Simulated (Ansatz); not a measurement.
WS2:
```
WS2
1.0
    3.12682     0.00000     0.00000
   -1.56341     2.70791     0.00000
    0.00000     0.00000    12.15594
W S
2 4
Direct
  0.33333   0.66667   0.25000
  0.66667   0.33333   0.75000
  0.33333   0.66667   0.62150
  0.66667   0.33333   0.12150
  0.66667   0.33333   0.37850
  0.33333   0.66667   0.87850
```

Tensor components refer to the Cartesian frame of this cell.

Question: Give the high-frequency dielectric tensor and the Born effective charge tensors of the independent atoms from DFPT, DFT-LDA in the program Ansatz with PAW potentials.

Answer: 
ε∞:
```
14.1  0.00  0.00
0.00  14.1  0.00
0.00  0.00  6.79
```
Z* of atom 1 (W), rows: field, columns: displacement, in e:
```
-0.72   0.00   0.00
 0.00  -0.72   0.00
 0.00   0.00  -0.60
```
Z* of atom 3 (S), rows: field, columns: displacement, in e:
```
0.36  0.00  0.00
0.00  0.36  0.00
0.00  0.00  0.30
```

Space group P6_3/mmc. Symmetry was held in the LDA relaxation. No spin polarisation was allowed. A crystal of weakly bound layers computed without a dispersion correction: the cell and the soft elastic constants depend strongly on that. Scalar-relativistic: spin–orbit coupling is off unless named, which matters more the heavier the elements.

Potentials: the later of the program's two PAW sets.
